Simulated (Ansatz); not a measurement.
Relaxed ZnO (wurtzite):

```yaml
crystal:
  lattice:
    - [6.55919, 0.00000, 0.00000]
    - [-1.63980, 2.84021, 0.00000]
    - [0.00000, 0.00000, 5.29330]
  atoms:
    - { symbol: Zn, position: [0.33333, 0.33333, 0.00215] }
    - { symbol: Zn, position: [0.83333, 0.33333, 0.00215] }
    - { symbol: Zn, position: [0.16667, 0.66667, 0.50215] }
    - { symbol: Zn, position: [0.66667, 0.66667, 0.50215] }
    - { symbol: O, position: [0.33333, 0.33333, 0.62305] }
    - { symbol: O, position: [0.83333, 0.33333, 0.62305] }
    - { symbol: O, position: [0.16667, 0.66667, 0.12305] }
    - { symbol: O, position: [0.66667, 0.66667, 0.12305] }
```

The atoms are displaced by Q × the pattern below (from a DFPT mode at M = (0.5, 0.0, 0.0), largest move 1; Q in Å), at fixed cell. (q is in reciprocal vectors of the primitive cell; the cell shown is doubled to hold the pattern.)

| atom | x | y | z |
|---|---|---|---|
| Zn1 | 0.069 | 0.040 | -0.143 |
| Zn2 | -0.069 | -0.040 | 0.143 |
| Zn3 | -0.069 | -0.040 | -0.143 |
| Zn4 | 0.069 | 0.040 | 0.143 |
| O5 | 0.095 | 0.055 | 0.994 |
| O6 | -0.095 | -0.055 | -0.994 |
| O7 | -0.095 | -0.055 | 0.994 |
| O8 | 0.095 | 0.055 | -0.994 |

These are PBE (plane waves to 420 eV, PAW, scalar-relativistic; Ansatz, a program for electronic structure) values and carry that method's errors. k mesh 6×12×6 (Γ-centred), Fermi-Dirac smearing 0.05 eV. ZnO was relaxed with its symmetry unable to fall.

At one point of the scan the forces (eV/Å) are:

```
atom      Fx      Fy      Fz
----  ------  ------  ------
Zn1    0.473   0.273  -0.380
Zn2   -0.511  -0.295   2.281
Zn3   -0.473  -0.273  -0.380
Zn4    0.511   0.295   2.281
O5     0.024   0.014   1.095
O6    -0.264  -0.152  -2.997
O7    -0.024  -0.014   1.095
O8     0.264   0.152  -2.997
```

Which point is it?
(A) Q = -0.093 Å
(B) Q = -0.140 Å
(C) Q = -0.047 Å
(D) Q = -0.187 Å

D, Q = -0.187 Å

(For displaced atoms, the force is minus the slope of the energy, and its curvature is a force constant, which sets phonon frequencies.)
